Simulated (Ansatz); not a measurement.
Question: HfO2 (fluorite, Fm-3m) is relaxed with r²SCAN (plane waves, PAW; program Ansatz). What lattice parameters of the conventional cell result?

Answer: a = 5.059 Å.

Question: Is it a metal or does it have a gap at this level?

Answer: A gap of 4.30 eV, direct.

This is a known high-temperature phase of the composition, computed here at zero pressure and temperature. The cell was relaxed with r²SCAN under the symmetry of its start. At this level the phase is dynamically unstable (imaginary phonons). No spin polarisation was allowed. Scalar-relativistic: spin–orbit coupling is off unless named, which matters more the heavier the elements.

Potentials: the earlier of the program's two PAW sets.
